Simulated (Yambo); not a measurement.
Here is the system:

```
CELL_PARAMETERS angstrom
      6.70433     0.00000     0.00000
     -3.35216     5.80612     0.00000
      0.00000     0.00000     3.59152
ATOMIC_POSITIONS crystal
  H  0.67901 0.67901 0.00000
  H  0.00000 0.32099 0.00000
  H  0.32099 0.00000 0.00000
  N  0.00000 0.00000 0.50000
  O  0.18922 0.18922 0.50000
  O  0.00000 0.81078 0.50000
  O  0.81078 0.00000 0.50000
  O  0.53341 0.53341 0.00000
  O  0.00000 0.46659 0.00000
  O  0.46659 0.00000 0.00000
  Sr 0.66667 0.33333 0.50000
  Sr 0.33333 0.66667 0.50000
```

Workflow: norm-conserving LDA (Quantum ESPRESSO, 84 Ry, scalar-relativistic), then G0W0 in Yambo (3×3×4 Γ-centred k mesh, 158 bands and a 6 Ry block in the screening, 158 bands in G with the Bruneval-Gonze terminator, plasmon pole fitted at 27.2 eV).

### Question
Give the LDA and G0W0 gaps between the band edges found on this mesh, and say where the edges lie.

### Answer
Edges: K → A. LDA: 2.80 eV; G0W0: 6.42 eV. Nearest settings tried, and what they do to the gap: 107 bands in W, 107 bands in G: +50 meV; 2 Ry block (57 vectors against 245): +151 meV. Not varied: mesh. So the settings aren't converged at that level. 

Geometry of the Materials Project entry, not relaxed at this level.
